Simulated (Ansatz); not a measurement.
Hf3N4:
```
CELL_PARAMETERS angstrom
     -3.36714     3.36714     3.36714
      3.36714    -3.36714     3.36714
      3.36714     3.36714    -3.36714
ATOMIC_POSITIONS crystal
  Hf 0.25000 0.62500 0.37500
  Hf 0.37500 0.25000 0.62500
  Hf 0.75000 0.87500 0.12500
  Hf 0.12500 0.75000 0.87500
  Hf 0.62500 0.37500 0.25000
  Hf 0.87500 0.12500 0.75000
  N  0.13301 0.13301 0.13301
  N  0.86699 0.50000 0.00000
  N  0.50000 0.00000 0.36699
  N  0.00000 0.86699 0.50000
  N  0.36699 0.50000 0.00000
  N  0.63301 0.63301 0.63301
  N  0.00000 0.36699 0.50000
  N  0.50000 0.00000 0.86699
```

Relaxed with PBE.

Problem. Map the valence electron density (e/Å³), cut off at 3 on the plane through (0.375, 0.250, 0.625) spanned by u = [1, 0, 0] and v = [0, 1, -1] in lattice vectors, from plane-wave PAW PBE (Ansatz code).

Solution. x is the fraction of u, y of v (the angle between them is 90°; rows are the nearest grid lines); atoms in the plane: Hf at (0.00, 0.00), Hf at (0.50, 0.88), N at (0.63, 0.12), N at (0.13, 0.75).
```
|999971000000000000000000179999|
|999920000001499994100000039999|
|996310000015999999510000012699|
|000000000039999999930000000000|
|012333210015999999510000000000|
|259999731000112211000000000012|
|269999841000000000000000000012|
|135675321000000000000111111111|
|001111112332100000001259996310|
|000001499999961000000259997310|
|000001699999992000000124653100|
|000001499999961000000000000000|
|000000012332100000000000000000|
|000000000000000000000000000000|
|000000000000000000000123332100|
|100000000000000000002799999931|
|100000013564210000003999999951|
|000000249999620000001379998410|
|000001147999421001111123332100|
|000000011111111245764210000000|
|000000000000001489999621000000|
|996310000000001247885310013699|
|999920000000000123332110139999|
|999971000000000000000000179999|
```
Scale: ten equal steps from 0.112 (start of '0') to 3.00 (end of '9'), in the order '0123456789'; x runs from 0.000 to 1.00, y from 0.000 (bottom) to 1.00 (top).

The density is the valence pseudo-density with augmentation charge, so density and ELF within about 1 Å of a nucleus are not all-electron values.

Space group I-43d. Symmetry was held in the PBE relaxation. The run is not spin-polarised. Scalar-relativistic: spin–orbit coupling is off unless named, which matters more the heavier the elements.

Potentials: the later of the program's two PAW sets.
